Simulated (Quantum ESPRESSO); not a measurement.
Mg2AlS3F, one run as intended and one with a planted mistake

A calculation, not a measurement. The program is pw.x of Quantum ESPRESSO 7.5 (plane-wave density functional theory). The cell is made up: 7 atoms on a wurtzite lattice with one site empty, with randomly drawn elements, strain and displacements, not relaxed. PseudoDojo standard norm-conserving files (v0.5 for PBE, v0.4.1 for LDA and PBEsol) set the functional; there is no spin polarisation, spin-orbit coupling or dispersion term, and the masses in the input are unused placeholders.

Intended input:

```
&control calculation='scf', pseudo_dir='./dojo.nc.sr.pbe.v0_5.standard.upf', outdir='./o', disk_io='low', tprnfor=.true., tstress=.true. /
&system ibrav=0, nat=7, ntyp=4, nbnd=30, ecutwfc=84.00895049, nosym=.true., tot_charge=0,
 occupations='smearing', smearing='fd', degauss=0.0018374661
/
&electrons conv_thr=7.350e-09, electron_maxstep=60, /
ATOMIC_SPECIES
Al 1.0 Al.upf
F 1.0 F.upf
Mg 1.0 Mg.upf
S 1.0 S.upf
CELL_PARAMETERS angstrom
3.7712 -0.0186 0.0132
-0.0323 6.4872 -0.0234
0.0215 -0.0221 6.2916
ATOMIC_POSITIONS angstrom
Mg 0.0766 0.0245 0.1105
Mg 1.8322 3.2562 0.0155
Al 1.7599 1.1362 3.01
S -0.1171 0.0041 2.4057
F 1.8861 3.177 2.3104
S 1.8208 1.0709 5.3988
S -0.0092 4.3747 5.6052
K_POINTS automatic
5 4 4 1 1 1
```

The log is shortened where brackets say so; the opening notice, blank lines, dates and the lines on written files are dropped, and the path of the files is cut. It prints rydbergs, bohrs and kilobars, and counts compression as positive stress. Where no state is partly filled, the Fermi energy that it prints is only some level between the filled and the empty states on the mesh, and need not lie in the true gap.

Log of the intended run:

```
     Program PWSCF v.7.5
     Parallel version (MPI & OpenMP), running on       4 processor cores
     Number of MPI processes:                 4
     Threads/MPI process:                     1
     [start-up lines left out]
     bravais-lattice index     =            0
     lattice parameter (alat)  =       7.1267  a.u.
     unit-cell volume          =    1038.6596 (a.u.)^3
     number of atoms/cell      =            7
     number of atomic types    =            4
     number of electrons       =        48.00
     number of Kohn-Sham states=           30
     kinetic-energy cutoff     =      84.0090  Ry
     charge density cutoff     =     336.0358  Ry
     scf convergence threshold =      7.3E-09
     mixing beta               =       0.7000
     number of iterations used =            8  plain     mixing
     Exchange-correlation= PBE
                           (   1   4   3   4   0   0   0)
     [axes and pseudopotential details left out]
   Cartesian axes
     site n.     atom                  positions (alat units)
         1        Mg     tau(   1) = (   0.0203115   0.0064965   0.0293005  )
         2        Mg     tau(   2) = (   0.4858312   0.8634229   0.0041100  )
         3        Al     tau(   3) = (   0.4666599   0.3012779   0.7981398  )
         4        S      tau(   4) = (  -0.0310506   0.0010872   0.6379020  )
         5        F      tau(   5) = (   0.5001234   0.8424220   0.6126320  )
         6        S      tau(   6) = (   0.4828083   0.2839628   1.4315606  )
         7        S      tau(   7) = (  -0.0024395   1.1600074   1.4862902  )
     number of k points=    40  Fermi-Dirac smearing, width (Ry)=  0.0018
                       cart. coord. in units 2pi/alat
        k(    1) = (   0.1001021   0.0734359   0.0748425), wk =   0.0500000
        k(    2) = (   0.0995802   0.0739738   0.2246996), wk =   0.0500000
     [further k points left out]
     Dense  grid:   108107 G-vectors     FFT dimensions: (  45,  72,  72)
     Estimated max dynamical RAM per process >     190.51 MB
     Estimated total dynamical RAM >     682.85 MB
     Initial potential from superposition of free atoms
     starting charge      47.9958, renormalised to      48.0000
     Starting wfcs are   30 randomized atomic wfcs
     total cpu time spent up to now is        4.8 secs
     per-process dynamical memory:   137.7 Mb
     Self-consistent Calculation
     iteration #  1     ecut=    84.01 Ry     beta= 0.70
     Davidson diagonalization with overlap
     ethr =  1.00E-02,  avg # of iterations =  6.0
     total cpu time spent up to now is       16.0 secs
     total energy              =    -357.83991900 Ry
     estimated scf accuracy    <       0.65793696 Ry
     iteration #  2     ecut=    84.01 Ry     beta= 0.70
     Davidson diagonalization with overlap
     ethr =  1.37E-03,  avg # of iterations =  3.4
     total cpu time spent up to now is       25.9 secs
     total energy              =    -357.94146737 Ry
     estimated scf accuracy    <       0.62359278 Ry
     [iterations 3 to 9 left out]
     iteration # 10     ecut=    84.01 Ry     beta= 0.70
     Davidson diagonalization with overlap
     ethr =  4.48E-10,  avg # of iterations =  2.0
     total cpu time spent up to now is       91.1 secs
     total energy              =    -358.09762276 Ry
     estimated scf accuracy    <          7.7E-09 Ry
     iteration # 11     ecut=    84.01 Ry     beta= 0.70
     Davidson diagonalization with overlap
     ethr =  1.61E-11,  avg # of iterations =  3.7
     total cpu time spent up to now is       97.8 secs
     End of self-consistent calculation
     [lines on levels left out]
     the Fermi energy is     4.2099 ev
!    total energy              =    -358.09762276 Ry
     estimated scf accuracy    <          1.4E-09 Ry
     smearing contrib. (-TS)   =       0.00000000 Ry
     internal energy E=F+TS    =    -358.09762276 Ry
     The total energy is F=E-TS. E is the sum of the following terms:
     one-electron contribution =    -269.03809275 Ry
     hartree contribution      =     141.48432311 Ry
     xc contribution           =     -64.00815480 Ry
     ewald contribution        =    -166.53569833 Ry
     convergence has been achieved in  11 iterations
     Forces acting on atoms (cartesian axes, Ry/au):
     atom    1 type  3   force =    -0.04270759   -0.01080637   -0.03302773
     atom    2 type  3   force =     0.00741513    0.03133854    0.04682639
     atom    3 type  1   force =     0.01118789    0.08572512    0.02589778
     atom    4 type  4   force =    -0.00267225    0.02196008    0.04159940
     atom    5 type  2   force =    -0.00950574   -0.11554817   -0.00651887
     atom    6 type  4   force =     0.04333136    0.01149756   -0.05407628
     atom    7 type  4   force =    -0.00704879   -0.02416676   -0.02070069
     Total force =     0.190017     Total SCF correction =     0.000064
     Computing stress (Cartesian axis) and pressure
          total   stress  (Ry/bohr**3)                   (kbar)     P=       17.68
   0.00030572   0.00005524  -0.00007775           44.97        8.13      -11.44
   0.00005524   0.00006808   0.00018340            8.13       10.02       26.98
  -0.00007775   0.00018340  -0.00001315          -11.44       26.98       -1.93
     init_run     :      4.29s CPU      4.56s WALL (       1 calls)
     electrons    :     92.15s CPU     93.00s WALL (       1 calls)
     forces       :      1.01s CPU      1.05s WALL (       1 calls)
     stress       :      3.41s CPU      3.41s WALL (       1 calls)
     [timing details left out]
     PWSCF        :   1m41.18s CPU   1m42.41s WALL
     JOB DONE.
```

A second run has one planted mistake: the cell has the wrong charge. The input lines that differ, file-writing options aside:

```
- &system ibrav=0, nat=7, ntyp=4, nbnd=30, ecutwfc=84.00895049, nosym=.true., tot_charge=0,
+ &system ibrav=0, nat=7, ntyp=4, nbnd=31, ecutwfc=84.00895049, nosym=.true., tot_charge=-1,
```

Its log:

```
     Program PWSCF v.7.5
     Parallel version (MPI & OpenMP), running on       4 processor cores
     Number of MPI processes:                 4
     Threads/MPI process:                     1
     [start-up lines left out]
     bravais-lattice index     =            0
     lattice parameter (alat)  =       7.1267  a.u.
     unit-cell volume          =    1038.6596 (a.u.)^3
     number of atoms/cell      =            7
     number of atomic types    =            4
     number of electrons       =        49.00
     number of Kohn-Sham states=           31
     kinetic-energy cutoff     =      84.0090  Ry
     charge density cutoff     =     336.0358  Ry
     scf convergence threshold =      7.3E-09
     mixing beta               =       0.7000
     number of iterations used =            8  plain     mixing
     Exchange-correlation= PBE
                           (   1   4   3   4   0   0   0)
     [axes and pseudopotential details left out]
   Cartesian axes
     site n.     atom                  positions (alat units)
         1        Mg     tau(   1) = (   0.0203115   0.0064965   0.0293005  )
         2        Mg     tau(   2) = (   0.4858312   0.8634229   0.0041100  )
         3        Al     tau(   3) = (   0.4666599   0.3012779   0.7981398  )
         4        S      tau(   4) = (  -0.0310506   0.0010872   0.6379020  )
         5        F      tau(   5) = (   0.5001234   0.8424220   0.6126320  )
         6        S      tau(   6) = (   0.4828083   0.2839628   1.4315606  )
         7        S      tau(   7) = (  -0.0024395   1.1600074   1.4862902  )
     number of k points=    40  Fermi-Dirac smearing, width (Ry)=  0.0018
                       cart. coord. in units 2pi/alat
        k(    1) = (   0.1001021   0.0734359   0.0748425), wk =   0.0500000
        k(    2) = (   0.0995802   0.0739738   0.2246996), wk =   0.0500000
     [further k points left out]
     Dense  grid:   108107 G-vectors     FFT dimensions: (  45,  72,  72)
     Estimated max dynamical RAM per process >     193.61 MB
     Estimated total dynamical RAM >     695.27 MB
     Initial potential from superposition of free atoms
     starting charge      47.9958, renormalised to      49.0000
     Starting wfcs are   30 randomized atomic wfcs +    1 random wfcs
     total cpu time spent up to now is        4.8 secs
     per-process dynamical memory:   139.8 Mb
     Self-consistent Calculation
     iteration #  1     ecut=    84.01 Ry     beta= 0.70
     Davidson diagonalization with overlap
     ethr =  1.00E-02,  avg # of iterations =  6.0
     total cpu time spent up to now is       15.7 secs
     total energy              =    -357.48283735 Ry
     estimated scf accuracy    <       0.54492135 Ry
     iteration #  2     ecut=    84.01 Ry     beta= 0.70
     Davidson diagonalization with overlap
     ethr =  1.11E-03,  avg # of iterations =  3.0
     total cpu time spent up to now is       25.7 secs
     total energy              =    -357.60229335 Ry
     estimated scf accuracy    <       0.29315718 Ry
     [iterations 3 to 9 left out]
     iteration # 10     ecut=    84.01 Ry     beta= 0.70
     Davidson diagonalization with overlap
     ethr =  8.97E-11,  avg # of iterations =  2.8
     total cpu time spent up to now is       99.8 secs
     total energy              =    -357.67494091 Ry
     estimated scf accuracy    <          7.6E-09 Ry
     iteration # 11     ecut=    84.01 Ry     beta= 0.70
     Davidson diagonalization with overlap
     ethr =  1.55E-11,  avg # of iterations =  2.1
     total cpu time spent up to now is      108.3 secs
     End of self-consistent calculation
     [lines on levels left out]
     the Fermi energy is     6.2425 ev
!    total energy              =    -357.67494091 Ry
     estimated scf accuracy    <          6.5E-10 Ry
     smearing contrib. (-TS)   =      -0.00074091 Ry
     internal energy E=F+TS    =    -357.67420000 Ry
     The total energy is F=E-TS. E is the sum of the following terms:
     one-electron contribution =    -267.75265031 Ry
     hartree contribution      =     141.31080293 Ry
     xc contribution           =     -64.69665429 Ry
     ewald contribution        =    -166.53569833 Ry
     convergence has been achieved in  11 iterations
     Forces acting on atoms (cartesian axes, Ry/au):
     atom    1 type  3   force =    -0.03923174    0.00668401    0.00047610
     atom    2 type  3   force =     0.00678828    0.01093045    0.06297004
     atom    3 type  1   force =     0.00777534    0.05747349   -0.02503796
     atom    4 type  4   force =    -0.00714471   -0.00873526    0.03563605
     atom    5 type  2   force =    -0.00391856   -0.04923181   -0.02425671
     atom    6 type  4   force =     0.04290478    0.01082776   -0.02070609
     atom    7 type  4   force =    -0.00717338   -0.02794863   -0.02908142
     Total force =     0.134890     Total SCF correction =     0.000087
     Computing stress (Cartesian axis) and pressure
          total   stress  (Ry/bohr**3)                   (kbar)     P=      138.53
   0.00111120   0.00007576  -0.00007412          163.46       11.14      -10.90
   0.00007576   0.00094445   0.00011715           11.14      138.93       17.23
  -0.00007412   0.00011715   0.00076955          -10.90       17.23      113.20
     init_run     :      4.33s CPU      4.66s WALL (       1 calls)
     electrons    :    102.51s CPU    103.55s WALL (       1 calls)
     forces       :      1.41s CPU      1.47s WALL (       1 calls)
     stress       :      5.43s CPU      5.43s WALL (       1 calls)
     [timing details left out]
     PWSCF        :   1m53.91s CPU   1m55.47s WALL
     JOB DONE.
```

|  | intended run | run with the mistake |
| --- | --- | --- |
| free energy (eV) | -4872.166 | -4866.415 |
| smearing term -TS (eV) | 0.0000 | -0.0101 |
| pressure (GPa) | 1.77 | 13.85 |
| largest force component (eV/Å) | 2.971 | 1.619 |
| largest change of a force component (eV/Å) |  | 1.705 |
| iterations | 11 | 11 |

For scale, a rerun of the intended cell at 1437 eV and a 7 x 6 x 6 mesh moved values by no more than 0.002 eV in energy, 0.04 GPa in stress and 0.011 eV/Å in force. The charged cell sits in a uniform background, so its energy and stress rest on the program's zero of potential. The number of bands, nbnd, was set by rule from the electron count and the smearing, so it follows the mistake.